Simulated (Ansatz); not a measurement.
**Zone-centre phonons of Ti$_{2}$O at 6 GPa: input and output**

Method: Ansatz, DFT PBEsol, scalar-relativistic, plane waves, PAW.

Launched with:
```bash
ansatz run input.yaml --threads 1 --pin off --max-ram 3072MiB --backend cpu --events-out ev --progress --plain --runs-dir out
```

Input (bare energies are in eV):
```yaml
crystal:
  lattice:
    - [2.9229201131, 0.0, 0.0]
    - [-1.4614600565, 2.5313230712, 0.0]
    - [0.0, 0.0, 4.6903754651]
  atoms:
    - { symbol: Ti, position: [0.6666666667, 0.3333333333, 0.2633846941] }
    - { symbol: Ti, position: [0.3333333333, 0.6666666667, 0.7366153059] }
    - { symbol: O, position: [0.0, 0.0, 0.0] }
basis:
  ecutwfc: 420
kpoints:
  mp_grid: { grid: [18, 18, 10] }
hamiltonian:
  xc: pbesol
scf:
  occupations: { method: fermi_dirac, width: 0.15 }
output:
  eigenvalues: true
phonons:
  method: dfpt
  eigenvectors: true
```

Results section of the output:
```
--- Phonons (Γ-DFPT): 4 representative perturbations + reference, on 866 of 3240 k-points (Σ response iterations 12) ---
  k mesh reduced under 2 symmetry operations, with k and −k counted as one. Each operation leaves every solved perturbation unchanged. A smaller set is not used because it would not reduce the number of displacements ...
  ASR residual: 1.162e-3 → 0.000e0 eV/Å²; symmetrization residual: 1.278e-5 eV/Å²
  ASR residual per site (eV/Å²): 1.16e-3 1.16e-3 1.34e-4
  Γ frequencies (cm⁻¹): 0.00 0.00 0.00 169.25 169.25 315.63 465.98 465.98 529.32
  non-analytic LO–TO correction: not included (Born effective charges unavailable; polar crystals: no LO–TO splitting at Γ)
```

The run took 5.2 min on 1 thread of Arm Neoverse V2 (shared host), peak memory 2 GiB.

In a metal, frequencies and elastic constants depend on the k mesh and the smearing, soft modes and shear constants most. Spin polarisation was left out, and a magnetic state may lie lower. Other phases may be more stable at this pressure. A semilocal functional can close a gap that the real compound has.